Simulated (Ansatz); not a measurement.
**Data sheet: TaN (DFT)**

TaN:
```
CELL_PARAMETERS angstrom
      0.00000     2.17379     2.17379
      2.17379     0.00000     2.17379
      2.17379     2.17379     0.00000
ATOMIC_POSITIONS crystal
  Ta 0.50000 0.50000 0.50000
  N  0.00000 0.00000 0.00000
```

Space group Fm-3m (No. 225), rock salt; conventional cell a = 4.348 Å, b = 4.348 Å, c = 4.348 Å, α = 90.00°, β = 90.00°, γ = 90.00°.

Method: LDA in the plane-wave PAW code Ansatz. Geometry: relaxed at this level of theory. Other levels are named where they apply.

Cell and energy:

```json
{
  "volume_per_atom": "10.27 Å³",
  "density": "15.76 g/cm³",
  "Formation energy from the elements (no fitted shifts)": "-1.23 eV/atom"
}
```

Electronic structure:

```json
{
  "electronic_character": "metallic (no gap)",
  "Density of states at the Fermi level": "0.35 states/eV per atom (mean over ±0.08 eV)"
}
```

Mechanics:

```json
{
 "Bulk modulus (Birch–Murnaghan fit)": "376 GPa",
 "Pressure derivative B′": "4.4",
 "Elastic constants (relaxed ions, GPa)": "C11 = 839, C12 = 145, C44 = 72.6",
 "mechanical_stability": "stable (all eigenvalues of C positive)",
 "hill_bulk_and_shear_moduli": "376 and 144 GPa",
 "Young's modulus": "384 GPa",
 "Poisson's ratio": "0.33",
 "debye_temperature_from_the_elastic_constants": "465 K"
}
```

Phonons:

```json
{
  "highest_zone_centre_frequency": "424 cm⁻¹",
  "zone_centre_stability": "no imaginary mode at Γ"
}
```

This is a known high-temperature phase of the composition, computed here at zero pressure and temperature. The LDA relaxation kept the symmetry of its start. The run is not spin-polarised. As this level gives no gap, shear constants depend on the k-mesh and smearing (Fermi–Dirac, 0.1 eV here). As this level gives no gap, phonon frequencies hold no LO–TO term and depend on the k-mesh and smearing (Fermi–Dirac, 0.1 eV here). The references are the lowest solids computed at this level, not always the standard phases (solids in place of the gases). Spin–orbit coupling is left out wherever it is not named.

Potentials: the earlier of the program's two PAW sets. The files were generated under PBE; for other functionals the program regenerates the frozen cores, and for LDA and PBEsol the local potential too.
